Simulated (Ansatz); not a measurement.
**Computed properties of GePdS3**

GePdS₃:
```
CELL_PARAMETERS angstrom
      7.14700     1.73178     0.00000
     -7.14700     1.73178     0.00000
     -2.65353     0.00000     8.74485
ATOMIC_POSITIONS crystal
  Ge 0.08537 0.91463 0.30674
  Ge 0.91463 0.08537 0.69326
  Pd 0.38665 0.61335 0.02796
  Pd 0.61335 0.38665 0.97204
  S  0.62864 0.37136 0.46549
  S  0.37136 0.62864 0.53451
  S  0.17633 0.82367 0.14483
  S  0.82367 0.17633 0.85517
  S  0.92306 0.07694 0.20693
  S  0.07694 0.92306 0.79307
```

Space group C2/m (No. 12); conventional cell a = 14.294 Å, b = 3.464 Å, c = 9.139 Å, α = γ = 90.00°, β = 106.88°.

Method: plane-wave PAW r²SCAN+D4 (Ansatz code). The cell and atoms are relaxed at this level. Other levels are named where they apply.

Cell and energy:

```
Item                                                          Result
-----------------------------------------------------  -------------
Volume per atom                                             21.65 Å³
Density                                                   4.22 g/cm³
Formation energy from the elements (no fitted shifts)  -0.45 eV/atom
```

Electronic structure:

```
Item                                                                                                                                                                          Result
------------------------------------------------  ----------------------------------------------------------------------------------------------------------------------------------
Band gap                                                                                                                                                          1.38 eV (indirect)
Valence-band maximum                                                                    off the standard path, at k = (-0.099, 0.099, -0.427) in fractions of the reciprocal vectors
Conduction-band minimum                           on the D2–A line, 56 % of the way from D2 (k = 0.112, 0.115, -0.500 in fractions of the reciprocal vectors) (2 equivalent valleys)
Smallest direct gap on the standard path                                                                                                                                     1.73 eV
Electron effective mass                                                                                                                        0.33, 0.40, 1.8 mₑ (principal values)
Electron effective mass with spin–orbit coupling                                                                                               0.33, 0.40, 1.8 mₑ (principal values)
Hole effective mass                                                                                                                            0.72, 1.00, 1.5 mₑ (principal values)
Hole effective mass with spin–orbit coupling                                                                                                    0.68, 1.0, 1.5 mₑ (principal values)
HSE06 gap on the r²SCAN+D4 cell                                                                                                                                              2.26 eV
Gap with spin–orbit coupling                                                                                                                                                 1.38 eV
```

The first step of the workflow began from a Materials Project structure, measured or hypothetical; the Crystallography Open Database copy checked does not list it. Its standing as an ambient phase is unchecked. The r²SCAN+D4 relaxation kept the symmetry of its start; its stability against distortions is not shown here. The run is not spin-polarised. The references are the lowest solids computed at this level, not always the standard phases. Scalar-relativistic: spin–orbit coupling is off unless named, which matters more the heavier the elements.

Potentials: the later of the program's two PAW sets.
